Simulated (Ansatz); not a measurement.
## Eigenvalues along a path: B (bcc type)

```yaml
crystal:
  lattice:
    - [-0.86698, 0.86698, 0.86698]
    - [0.86698, -0.86698, 0.86698]
    - [0.86698, 0.86698, -0.86698]
  atoms:
    - { symbol: B, position: [0.00000, 0.00000, 0.00000] }
```

The cell comes from a relaxation on PAW files under the same functional, begun from a prototype that needn't be the stable phase.

Computed with Ansatz 0.2.0; functional PBEsol, scalar-relativistic. Settings: a Γ-centred 25×25×25 k mesh, Fermi–Dirac smearing of 0.08 eV, no spin polarisation. Methods: LAPW: all electrons, basis error target 1 meV/atom.

This run: volume at 0.43 of the series' base cell.

The structure type is held throughout; the real material can change phase at far lower pressure.

Path points, in fractions of the reciprocal vectors: Γ (0.000, 0.000, 0.000), H (0.500, -0.500, 0.500), N (0.000, 0.000, 0.500), P (0.250, 0.250, 0.250). The distance column jumps between branches of the path. Levels in eV from the Fermi level; bands 2 to 4, counted from the lowest band of the run. The gap is zero, the pressure 920.2 GPa.

```
# k(1/Å) point b2 b3 b4
0.000 Γ -30.57 32.78 32.78
0.453 - -30.09 30.38 30.38
0.906 - -28.63 24.59 24.59
1.359 - -26.13 17.96 17.96
1.812 - -22.50 11.92 11.92
2.265 - -17.64 7.00 7.00
2.718 - -11.53 3.41 3.41
3.171 - -4.46 1.23 1.23
3.624 H 0.50 0.50 0.50
3.944 - -1.69 -0.14 0.86
4.264 - -5.63 -1.44 1.95
4.584 - -9.44 -2.68 3.76
4.905 - -12.70 -3.56 6.24
5.225 - -15.29 -4.06 9.32
5.545 - -17.15 -4.26 12.82
5.866 - -18.27 -4.29 16.18
6.186 N -18.65 -4.28 17.82
6.506 - -19.78 -2.46 18.17
6.826 - -22.14 1.96 19.19
7.147 - -24.60 7.75 20.88
7.467 - -26.73 14.32 23.17
7.787 - -28.41 21.17 25.95
8.108 - -29.62 27.36 28.97
8.428 - -30.33 31.46 31.62
8.748 Γ -30.57 32.78 32.78
9.140 - -30.21 30.73 31.69
9.533 - -29.14 26.72 27.62
9.925 - -27.33 21.04 21.04
10.317 - -24.76 13.96 13.96
10.709 - -21.40 7.41 7.41
11.102 - -17.23 1.74 1.74
11.494 - -12.23 -2.91 -2.91
11.886 P -6.49 -6.49 -6.49
12.279 - -8.95 -8.95 -0.33
12.671 - -10.30 -10.30 5.03
13.063 - -10.54 -10.54 7.11
13.455 - -9.67 -9.67 6.15
13.848 - -7.74 -7.74 4.19
14.240 - -4.88 -4.88 2.28
14.632 - -1.50 -1.50 0.96
15.024 H 0.50 0.50 0.50
18.163 P -6.49 -6.49 -6.49
18.389 - -9.32 -6.41 -3.28
18.615 - -11.79 -6.18 0.28
18.842 - -13.88 -5.83 4.19
19.068 - -15.60 -5.41 8.43
19.295 - -16.93 -4.98 12.94
19.521 - -17.88 -4.62 17.52
19.748 - -18.46 -4.37 17.74
19.974 N -18.65 -4.28 17.82
```
